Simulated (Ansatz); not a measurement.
Li$_{6}$PS$_{5}$Cl:
```
Li6PS5Cl
1.0
    0.00000     5.10610     5.10610
    5.10610     0.00000     5.10610
    5.10610     5.10610     0.00000
Cl P S Li
1 1 5 6
Direct
  0.00000   0.00000   0.00000
  0.50000   0.50000   0.50000
  0.75000   0.75000   0.75000
  0.38431   0.38431   0.38431
  0.38431   0.84707   0.38431
  0.84707   0.38431   0.38431
  0.38431   0.38431   0.84707
  0.52325   0.97675   0.97675
  0.52325   0.52325   0.97675
  0.97675   0.97675   0.52325
  0.97675   0.52325   0.52325
  0.52325   0.97675   0.52325
  0.97675   0.52325   0.97675
```

Relaxed with r²SCAN.

Task: Which orbitals make up the states near the band edges in plane-wave PAW r²SCAN (Ansatz code)?

Result: Top 1 eV of the valence band: S 3p 65 %, Cl 3p 32 %. Bottom 1 eV of the conduction band: S 3p 45 %, P 3s 26 %, P 3p 7 %, S 3s 6 %, outside the projected shells 14 %. Projections are on Löwdin-orthogonalised atomic valence shells; empty p or d shells of many metals are not among them.

Task: Tabulate the density of states.

Result: States/eV per cell of 13 atoms, in 0.25 eV bins, energy from the valence-band maximum.

```csv
E (eV),total,S 3p,Cl 3p,P 3p
-7.85,3.88,1.20,0.00,0.01
-7.60,3.79,1.11,0.00,0.00
-7.35,0.00,0.00,0.00,0.00
-7.10,0.00,0.00,0.00,0.00
-6.85,0.00,0.00,0.00,0.00
-6.60,0.00,0.00,0.00,0.00
-6.35,0.00,0.00,0.00,0.00
-6.10,0.00,0.00,0.00,0.00
-5.85,0.00,0.00,0.00,0.00
-5.60,0.00,0.00,0.00,0.00
-5.35,0.00,0.00,0.00,0.00
-5.10,0.20,0.12,0.00,0.05
-4.85,6.86,4.11,0.00,1.89
-4.60,5.57,3.21,0.00,1.54
-4.35,11.37,6.46,0.00,3.29
-4.10,0.00,0.00,0.00,0.00
-3.85,0.00,0.00,0.00,0.00
-3.60,0.00,0.00,0.00,0.00
-3.35,0.00,0.00,0.00,0.00
-3.10,0.00,0.00,0.00,0.00
-2.85,0.00,0.00,0.00,0.00
-2.60,0.00,0.00,0.00,0.00
-2.35,0.00,0.00,0.00,0.00
-2.10,15.46,13.46,0.48,0.02
-1.85,13.32,11.31,0.40,0.02
-1.60,11.22,10.01,0.12,0.01
-1.35,0.00,0.00,0.00,0.00
-1.10,5.53,4.64,0.31,0.00
-0.85,20.91,18.72,1.20,0.05
-0.60,18.91,17.87,0.29,0.02
-0.35,2.64,2.58,0.01,0.00
-0.10,24.00,3.25,20.23,0.01
0.15,0.00,0.00,0.00,0.00
0.40,0.00,0.00,0.00,0.00
0.65,0.00,0.00,0.00,0.00
0.90,0.00,0.00,0.00,0.00
1.15,0.00,0.00,0.00,0.00
1.40,0.00,0.00,0.00,0.00
1.65,0.00,0.00,0.00,0.00
1.90,0.00,0.00,0.00,0.00
2.15,0.00,0.00,0.00,0.00
2.40,0.00,0.00,0.00,0.00
2.65,0.03,0.02,0.00,0.00
2.90,0.33,0.15,0.00,0.01
3.15,0.68,0.31,0.00,0.03
3.40,1.44,0.63,0.00,0.12
3.65,1.92,0.84,0.00,0.20
3.90,1.87,0.82,0.00,0.21
4.15,1.72,0.77,0.00,0.19
4.40,0.83,0.24,0.00,0.26
4.65,7.91,2.25,0.02,2.10
4.90,2.03,0.55,0.01,0.71
5.15,7.54,2.00,0.03,2.40
5.40,5.44,1.45,0.02,1.72
5.65,0.98,0.15,0.01,0.15
5.90,1.54,0.11,0.01,0.06
6.15,5.20,0.58,0.02,0.51
6.40,1.75,0.11,0.02,0.11
6.65,7.29,0.40,0.07,0.22
6.90,13.50,0.53,0.15,0.32
7.15,2.20,0.06,0.02,0.02
7.40,1.26,0.08,0.01,0.01
```

Space group F-43m. The start of the workflow was typed in or built on a structure type; the Crystallography Open Database copy checked does not list it. Whether it is the stable phase at ambient conditions was not checked. Symmetry was held in the r²SCAN relaxation; whether a distortion lowers the energy is not shown.

Potentials: the later of the program's two PAW sets.
